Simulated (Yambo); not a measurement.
SrCuTeF (space group P4/nmm, No. 129), G0W0@PBEsol (Yambo, plasmon pole, terminator in G, 2×2×1 mesh): gap Γ → Γ in eV by bands and screening block.

```csv
bands (W and G),2 Ry,3 Ry,4 Ry,6 Ry,7 Ry
83,3.05,___,2.75,2.69,2.67
114,2.82,2.65,2.53,2.48,2.46
158,2.72,2.53,___,2.36,2.34
211,2.67,2.47,2.34,___,2.27
264,2.65,2.45,2.31,2.27,2.25
```

Q: Estimate the withheld gaps from their neighbours; the computed values follow.

A: 
- 83, 3 Ry: 2.88
- 158, 4 Ry: 2.41
- 211, 6 Ry: 2.30

The largest settings aren't shown to be the converged limit.

The standard potential for Te keeps a d shell in the valence without the s and p states of that shell. In tests on such compounds this moved G0W0 gaps by up to about 0.9 eV, so absolute quasiparticle energies here are unreliable; differences between settings are what counts.

Spin-orbit coupling is not included.

Geometry of the Materials Project entry, not relaxed at this level; primitive cell a = b = 4.276 Å, c = 9.222 Å, α = β = γ = 90.00°.

The structure is a Materials Project entry; no match was found in the copy of COD used, and its stability was not checked.
